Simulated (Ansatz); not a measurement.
Given:

ReS2:
```yaml
crystal:
  lattice:
    - [5.13932, 0.00000, 0.00000]
    - [0.00000, 5.85928, 0.00000]
    - [0.00000, 0.00000, 3.22352]
  atoms:
    - { symbol: Re, position: [0.00000, 0.00000, 0.00000] }
    - { symbol: Re, position: [0.50000, 0.50000, 0.50000] }
    - { symbol: S, position: [0.19674, 0.36236, 0.00000] }
    - { symbol: S, position: [0.69674, 0.13764, 0.50000] }
    - { symbol: S, position: [0.30326, 0.86236, 0.50000] }
    - { symbol: S, position: [0.80326, 0.63764, 0.00000] }
```

This is the PBE-relaxed structure.

Task: All from PBE (plane waves, PAW; program Ansatz), unless another level is named. Estimate the electronic character.

Result: metallic (no gap).

Task: What about the formation energy from the elements (no fitted shifts)?

Result: -0.31 eV/atom.

Task: What about the density of states at the Fermi level?

Result: 0.58 states/eV per atom (mean over ±0.08 eV).

Space group Pnnm. The cell is a constructed one: a structure type filled with these elements; neither database checked (COD, Materials Project) lists it. Its standing as an ambient phase is unchecked. Symmetry was held in the PBE relaxation; its stability against distortions is not shown here. No spin polarisation was allowed. The references are the lowest solids computed at this level, not always the standard phases. Spin–orbit coupling is left out wherever it is not named.

Potentials: the later of the program's two PAW sets.
